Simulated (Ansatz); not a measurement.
Start of a relaxation, F put at a bridge Ti-Ti site (TiAl, P4/mmm (No. 123), (0 0 1) face):

```yaml
crystal:
  lattice:
    - [2.79516, 0.00000, 0.00000]
    - [0.00000, 2.79516, 0.00000]
    - [0.00000, 0.00000, 25.05811]
  atoms:
    - { symbol: Al, position: [0.50000, 0.50000, 0.33921] }
    - { symbol: Ti, position: [0.00000, 0.00000, 0.41980] }
    - { symbol: Al, position: [0.50000, 0.50000, 0.50093] }
    - { symbol: Ti, position: [0.00000, 0.00000, 0.57758] }
    - { symbol: F, position: [0.00000, 0.50000, 0.64462] }
```

These are results of Ansatz 0.2.0, DFT PBEsol, scalar-relativistic, plane waves, PAW, not measurements. Cutoff 420 eV; k points 10×10×1 on the computed 5-atom cell (Γ-centred); Gaussian smearing, width 0.10 eV; no spin polarisation. The cell repeats along c with a dipole correction in the vacuum.

Atoms 1, 2 (counted from 1) are held. The cell is fixed. Force threshold 0.03 eV/Å.

(1) Where does it end?

The end is the local minimum or symmetric point that this start leads to. The slab is only 6.1 Å thick, so the energy isn't converged with thickness.

Spin polarisation was left out, and a magnetic state may lie lower.

Results:

(1) The energy falls by 0.529 eV in 4 steps, to:

```xyz
5
Lattice="2.7952 0.0000 0.0000 0.0000 2.7952 0.0000 0.0000 0.0000 25.0581" Properties=species:S:1:pos:R:3 pbc="T T T"
Al    1.3976    1.3976    8.5000
Ti    0.0000    0.0000   10.5194
Al    1.3976    1.3976   12.5195
Ti    0.0000    0.0000   14.4658
F     0.0000    1.3976   15.8516
```

Cost: 1 run of about 1.3 core-minutes, on Arm Neoverse V1 (shared hosts).